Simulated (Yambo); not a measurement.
**ZnCl2: sweep of GW parameters**

G0W0@PBEsol for ZnCl2 (space group P4_2/nmc, No. 137) in Yambo. Reference settings: 4×4×1 Γ-centred k mesh, bands 9 to 221 and a 7 Ry block in the screening, 221 bands in G with the Bruneval-Gonze terminator, plasmon pole fitted at 27.2 eV. The PBEsol gap Γ → Γ on this mesh is 3.76 eV; G0W0 gaps are taken between the same points.

```json
[
 {"change from the reference": "reference settings", "G0W0 gap Γ → Γ (eV)": "6.32", "shift of the valence edge (eV)": "-1.65", "rough Yambo cost": "1"},
 {"change from the reference": "127 bands in W, 127 bands in G", "G0W0 gap Γ → Γ (eV)": "6.38", "shift of the valence edge (eV)": "-1.56", "rough Yambo cost": "within a factor of two"},
 {"change from the reference": "wavefunctions cut at 10 Ry", "G0W0 gap Γ → Γ (eV)": "6.11", "shift of the valence edge (eV)": "-1.24", "rough Yambo cost": "within a factor of two"},
 {"change from the reference": "wavefunctions cut at 20 Ry", "G0W0 gap Γ → Γ (eV)": "6.19", "shift of the valence edge (eV)": "-1.42", "rough Yambo cost": "within a factor of two"},
 {"change from the reference": "62 bands in W, 62 bands in G, 4 Ry block", "G0W0 gap Γ → Γ (eV)": "6.56", "shift of the valence edge (eV)": "-1.31", "rough Yambo cost": "about 1/5"},
 {"change from the reference": "89 bands in W, 89 bands in G, 3 Ry block", "G0W0 gap Γ → Γ (eV)": "6.37", "shift of the valence edge (eV)": "-1.38", "rough Yambo cost": "about 1/4"},
 {"change from the reference": "89 bands in W, 89 bands in G, 2 Ry block", "G0W0 gap Γ → Γ (eV)": "6.39", "shift of the valence edge (eV)": "-1.40", "rough Yambo cost": "about 1/4"},
 {"change from the reference": "127 bands in W, 127 bands in G, 3 Ry block", "G0W0 gap Γ → Γ (eV)": "6.25", "shift of the valence edge (eV)": "-1.42", "rough Yambo cost": "about 1/2"},
 {"change from the reference": "174 bands in W, 174 bands in G, 3 Ry block", "G0W0 gap Γ → Γ (eV)": "6.19", "shift of the valence edge (eV)": "-1.43", "rough Yambo cost": "within a factor of two"},
 {"change from the reference": "4 Ry block", "G0W0 gap Γ → Γ (eV)": "6.19", "shift of the valence edge (eV)": "-1.49", "rough Yambo cost": "within a factor of two"},
 {"change from the reference": "3 Ry block", "G0W0 gap Γ → Γ (eV)": "6.17", "shift of the valence edge (eV)": "-1.44", "rough Yambo cost": "within a factor of two"},
 {"change from the reference": "62 bands in W, 62 bands in G, 3 Ry block, no terminator", "G0W0 gap Γ → Γ (eV)": "6.60", "shift of the valence edge (eV)": "-1.10", "rough Yambo cost": "about 1/6"},
 {"change from the reference": "127 bands in W, 127 bands in G, no terminator", "G0W0 gap Γ → Γ (eV)": "6.35", "shift of the valence edge (eV)": "-1.35", "rough Yambo cost": "within a factor of two"},
 {"change from the reference": "174 bands in W, 174 bands in G, no terminator", "G0W0 gap Γ → Γ (eV)": "6.32", "shift of the valence edge (eV)": "-1.46", "rough Yambo cost": "within a factor of two"},
 {"change from the reference": "no terminator", "G0W0 gap Γ → Γ (eV)": "6.30", "shift of the valence edge (eV)": "-1.53", "rough Yambo cost": "within a factor of two"}
]
```

The reference isn't shown to be the converged limit. Costs are rough (shared machines), scaled to the same edge states, and given only for runs that recompute the screening.

Geometry of the Materials Project entry, not relaxed at this level; primitive cell a = 3.6854 Å, b = 3.6854 Å, c = 10.8867 Å, α = 90.00°, β = 90.00°, γ = 90.00°.

A shift is the quasiparticle energy of the state minus its PBEsol energy.

The distance between layers or molecules is the database entry's, not relaxed here. Functionals without dispersion can leave it too large, which widens gaps and weakens the response across layers: the numbers belong to this cell.
